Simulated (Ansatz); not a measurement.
Computed with DFT PBE, scalar-relativistic, plane waves, PAW in Ansatz. Settings: cutoff 420 eV, Γ-centred meshes spaced at most about 0.3 Å⁻¹, and about 0.25 Å⁻¹ or finer for metals (2π included), Gaussian smearing. No spin polarisation in the final relaxations.

These are static total energies at zero pressure. All come from trial cells, and lower structures may exist.

Question: These unrelaxed guesses for Si5Mo are each relaxed within their symmetry. Order them by the energy at which they end, lowest first.
A.

```
CELL_PARAMETERS angstrom
3.55266 2.05113 4.75155
-3.55266 2.05113 4.75155
0.00000 -4.10225 4.75155
ATOMIC_POSITIONS crystal
Si 0.00000 0.00000 0.50000
Si 0.50000 0.00000 0.00000
Si 0.00000 0.50000 0.00000
Si 0.12058 0.12058 0.12058
Si 0.87942 0.87942 0.87942
Mo 0.00000 0.00000 0.00000
```

B.

```
CELL_PARAMETERS angstrom
0.00000 3.66140 3.66140
3.66140 0.00000 3.66140
3.66140 3.66140 0.00000
ATOMIC_POSITIONS crystal
Si 0.25000 0.25000 0.25000
Si 0.12616 0.62461 0.62461
Si 0.62461 0.62461 0.62461
Si 0.62461 0.62461 0.12616
Si 0.62461 0.12616 0.62461
Mo 0.00000 0.00000 0.00000
```

C.

```
CELL_PARAMETERS angstrom
2.75471 0.00000 0.00000
-1.37736 2.38565 0.00000
0.00000 0.00000 13.38993
ATOMIC_POSITIONS crystal
Si 0.66667 0.33333 0.83533
Si 0.00000 0.00000 0.66764
Si 0.66667 0.33333 0.50000
Si 0.00000 0.00000 0.33236
Si 0.66667 0.33333 0.16467
Mo 0.00000 0.00000 0.00000
```

D.

```
CELL_PARAMETERS angstrom
3.21195 -3.35929 0.00000
3.21195 3.35929 0.00000
0.00000 0.00000 5.01571
ATOMIC_POSITIONS crystal
Si 0.35233 0.35233 0.00000
Si 0.64767 0.64767 0.00000
Si 0.80240 0.19760 0.00000
Si 0.19760 0.80240 0.00000
Si 0.00000 0.00000 0.00000
Mo 0.50000 0.50000 0.50000
```

Answer: C (ends in P-6m2, 0 meV/atom), D (ends in P4/mmm, 97 meV/atom), B (ends in F-43m, 146 meV/atom), A (ends in R-3m, 243 meV/atom). Even the lowest end lies +0.34 eV/atom against the elements.

A magnetic state wasn't ruled out in cells without spin, among them P4/mmm. Cells relaxed within their symmetry can be saddle points. Some types were kept out of the candidates beforehand, so the set may lack a known form.
